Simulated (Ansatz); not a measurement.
# AlN with Cd replacing Al: gradients before and after relaxing the atoms

Start: a supercell of AlN (wurtzite type, P6_3mc) built from a structure deposited in the COD (the entry's cell lengths or inner coordinates differ somewhat from later room-temperature determinations), with all atoms left at the host's positions.

Space group P3m1 (No. 156); a = 6.2260, c = 9.9620 Å, γ = 120.00°.

| site | Wyckoff | site symmetry | x | y | z |
| --- | --- | --- | --- | --- | --- |
| Cd | 1a | 3m. | 0.0000 | 0.0000 | 0.0000 |
| Al2 | 1a | 3m. | 0.0000 | 0.0000 | 0.5000 |
| Al3 | 3d | .m. | 0.0000 | 0.5000 | 0.0000 |
| Al4 | 3d | .m. | 0.0000 | 0.5000 | 0.5000 |
| Al9 | 3d | .m. | 0.1667 | 0.8333 | 0.2500 |
| Al10 | 3d | .m. | 0.1667 | 0.8333 | 0.7500 |
| Al15 | 1c | 3m. | 0.6667 | 0.3333 | 0.2500 |
| Al16 | 1c | 3m. | 0.6667 | 0.3333 | 0.7500 |
| N17 | 1a | 3m. | 0.0000 | 0.0000 | 0.1900 |
| N18 | 1a | 3m. | 0.0000 | 0.0000 | 0.6900 |
| N19 | 3d | .m. | 0.0000 | 0.5000 | 0.1900 |
| N20 | 3d | .m. | 0.0000 | 0.5000 | 0.6900 |
| N25 | 3d | .m. | 0.1667 | 0.8333 | 0.4400 |
| N26 | 3d | .m. | 0.1667 | 0.8333 | 0.9400 |
| N31 | 1c | 3m. | 0.6667 | 0.3333 | 0.4400 |
| N32 | 1c | 3m. | 0.6667 | 0.3333 | 0.9400 |

One atom of each set is listed.

Computed with Ansatz: DFT, PBE, plane waves and PAW, scalar-relativistic, 420 eV cutoff, Γ-centred 4×4×2 k-points, Fermi–Dirac smearing 0.01 eV, cell charge -1.

The largest force at the start is 7.8 eV/Å. Relaxing the ions at fixed cell moves them by 0.365 Å at most (atom 17, N) and 0.094 Å rms.

```tsv
site	moved (Å)	first shell before	first shell after	V_zz before (10²¹ V/m²)	η before
Cd	0.097	4 N at 1.89 Å	4 N at 2.11–2.16 Å	2.46	0.00
Al2	0.063	4 N at 1.89 Å	4 N at 1.90–1.91 Å	-0.029	0.00
Al3	0.046	4 N at 1.89 Å	4 N at 1.83–1.93 Å	0.76	0.07
Al9	0.046	4 N at 1.89 Å	4 N at 1.84–1.89 Å	-0.68	0.95
Al10	0.033	4 N at 1.89 Å	4 N at 1.84–1.90 Å	-0.43	0.18
N17	0.365	1 Cd at 1.89 Å, 3 Al at 1.89 Å	3 Al at 1.84 Å, 1 Cd at 2.16 Å; also 1 Al at 2.66 Å	-0.011	0.00
N19	0.008	4 Al at 1.89 Å	4 Al at 1.89–1.93 Å	0.24	0.10
N20	0.033	4 Al at 1.89 Å	4 Al at 1.86–1.90 Å	-0.34	0.24
N25	0.052	4 Al at 1.89 Å	4 Al at 1.87–1.90 Å	-0.40	0.28
N26	0.187	3 Al at 1.89 Å, 1 Cd at 1.89 Å	3 Al at 1.83–1.84 Å, 1 Cd at 2.11 Å	0.57	0.81
```

Question: What are V_zz and η after the relaxation?

Answer: 

```csv
site,V_zz after,η after,change of V_zz
Cd,3.30,0.00,+0.84
Al2,0.83,0.00,+0.86
Al3,2.02,0.23,+1.26
Al9,-1.31,0.48,-0.63
Al10,-1.02,0.31,-0.59
N17,1.05,0.00,+1.06
N19,-0.26,0.57,–
N20,-0.60,0.25,-0.26
N25,-0.97,0.06,-0.57
N26,1.19,0.09,+0.62
```

The largest change of V_zz along a kept axis is on Al3, from 0.76 to 2.02. Small gradients that grow severalfold: N17 (-0.011 to 1.05). In per cent, |V_zz| changes by +34 on Cd, +92 to +165 on Al, +109 on N (all sites that start above 0.5). Where |V_zz| stays above 0.1 and the axes keep their order, η moves most on N26, from 0.81 to 0.09. On Al10 V_xx and V_yy change places (or their axes turn by over 50°), so the two values of η hide a larger change. V_zz changes sign on Al2 (same axis). On N19, Al4 (not all in the table) the largest principal value lies along another axis in the second run, so the two V_zz can't be compared directly. The table leaves out 6 of the 16 sites, with |V_zz| up to 0.74; their tensors move by 0.27 at most along any direction. The statements above cover all sites. The host's own positions weren't relaxed first, so part of the change far from the defect can be the host's relaxation.

The defect repeats with the cell of 32 atoms, so it feels its images: sites between two images don't show the values beside a lone defect, and zeros or small values of η there can come from the images' arrangement. Al and N carry a gradient in the pure host already, so the values there aren't the defect's effect alone. A uniform background compensates the cell's charge. Without spin–orbit coupling (the program notes it for Cd) the gradients are little affected as a rule: paired runs on crystals with a gap mostly move them by under 2 % at such atoms.
Before: The cell keeps the host's lattice, where the PBE pressure is 10 GPa (in a charged cell this depends on the convention for the mean potential). The neighbours have not yet relaxed around the defect (largest force 7.8 eV/Å), so the values at and beside it are those of a strained start, not of the defect in a real crystal.
After: The relaxation keeps the site symmetry 3m of the start, so the impurity can move only along its axis; a start off the site could end lower. The cell keeps the host's lattice, where the PBE pressure is 7 GPa (in a charged cell this depends on the convention for the mean potential).
